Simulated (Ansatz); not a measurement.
Al₂Cu:
Space group I4/mcm (No. 140); a = b = 5.9972 Å, c = 4.8051 Å, α = β = γ = 90.00°

```tsv
atom	site	symmetry	x	y	z
Cu	4a	422	0.0000	0.0000	0.2500
Al	8h	m.2m	0.1593	0.3407	0.0000
```
(The calculation used a cell of 6 atoms; values per cell refer to that cell.)

Relaxed at zero pressure with plane-wave PAW r²SCAN (Ansatz code).

Question: The volume is raised by 9 % and shape and atoms relax at that volume. What pressure results, and how do the axes share the change?

Answer: -8.0 GPa; a 2.8 %, b 2.8 %, c 3.1 %; the energy rises by 35 meV/atom.

Question: Give the new structure.

Answer: 
Space group I4/mcm (No. 140); a = 6.167 Å, b = 6.167 Å, c = 4.953 Å, α = 90.00°, β = 90.00°, γ = 90.00°

```csv
atom,site,symmetry,x,y,z
Cu,4a,422,0.0000,0.0000,0.2500
Al,8h,m.2m,0.1604,0.3396,0.0000
```

The phase is kept; no other phase was compared at this pressure.

The cell was relaxed with r²SCAN under the symmetry of its start. No spin polarisation was allowed. Axis ratios of metals converge slowly with the k-mesh, so a and c are less sure than the volume.

Potentials: the earlier of the program's two PAW sets.
